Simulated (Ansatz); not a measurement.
Starting cell, Mo (bcc, W type):

```yaml
crystal:
  lattice:
    - [-3.15088, 3.15088, 3.15088]
    - [1.57544, -1.57544, 1.57544]
    - [1.57544, 1.57544, -1.57544]
  atoms:
    - { symbol: Mo, position: [0.00000, 0.00000, 0.00000] }
    - { symbol: Mo, position: [0.50000, 0.00000, 0.00000] }
```

In each cell atom 1 (Mo, nearest neighbour Mo at 2.729 Å; its periodic images, 2.7 Å or more away, move with it) moves by s·(0.707, 0.707, 0.000) (along Cartesian [110]), the rest being held.

Method: r2SCAN (plane waves to 500 eV, PAW, scalar-relativistic; Ansatz, a first-principles code). k mesh 17×17×17 (Γ-centred), Fermi-Dirac smearing 0.05 eV. The energy includes the smearing's −TS. With partly filled bands, energies and forces of such displacements shift with the k mesh and the smearing. On this mesh the relaxed cell isn't quite at rest: it carries a pressure of 0.1 GPa (compression positive) at the zero of the scan. Mo is run without spin polarisation. Mo was relaxed with its symmetry unable to fall. The PAW data are Ansatz's earlier set. ΔE is measured from the undisplaced structure.

Successive frames, forces in eV/Å:

| frame | ΔE (meV/cell) | F on Mo1 | F on Mo2 |
|---|---|---|---|
| s = 0.216 Å | 163 | (-0.633, -1.535, -0.436) | (0.633, 1.535, 0.436) |
| s = 0.162 Å | 91 | (-0.448, -1.150, -0.326) | (0.448, 1.150, 0.326) |
| s = 0.108 Å | 40 | (-0.295, -0.766, -0.217) | (0.295, 0.766, 0.217) |

**Question.** What are the energy and the forces in the next frame, s = 0.054 Å?

**Answer.** ΔE (meV/cell) = 10.

| atom | Fx | Fy | Fz |
|---|---|---|---|
| Mo1 | -0.141 | -0.382 | -0.107 |
| Mo2 | 0.141 | 0.382 | 0.107 |

(For displaced atoms, the force is minus the slope of the energy, and its curvature is a force constant, which sets phonon frequencies.)
